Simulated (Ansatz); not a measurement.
Pb (fcc)

Method: PBE, scalar-relativistic; no spin polarisation; PAW, 420 eV, Γ-centred 14×14×14 mesh, 0.05 eV Gaussian smearing; code Ansatz. The datasets are Ansatz's generated set soft_2.

```
Pb
1.0
     0.00000    2.52025    2.52025
     2.52025    0.00000    2.52025
     2.52025    2.52025    0.00000
Pb
1
Direct
  0.00000 0.00000 0.00000
```

Cell and atoms are those of this level's equilibrium.

Path: Γ–X–U | K–Γ–L–W–X, with Γ = (0.000, 0.000, 0.000), X = (0.500, 0.000, 0.500), U = (0.625, 0.250, 0.625), K = (0.375, 0.375, 0.750), L = (0.500, 0.500, 0.500), W = (0.500, 0.250, 0.750) in reciprocal vectors of the calculation's cell.

Task: Is it a metal or an insulator, and if it has a gap, where are the band edges on this path?

Result: A metal: bands cross the Fermi level.

Levels between -3 and 5 eV from the Fermi level at the path's named points:
```tsv
point	below E_F (eV)	above E_F (eV)
Γ		
X		1.98 1.98
U and K	-2.14 -1.13	2.85
L		
W	-1.27 -1.27	0.30
```

Spin–orbit coupling, which matters for such heavy elements, is left out. The relaxed cell is 6 % larger in volume than the cell of this structure in the Crystallography Open Database (30.32 Å³/atom, 2003).
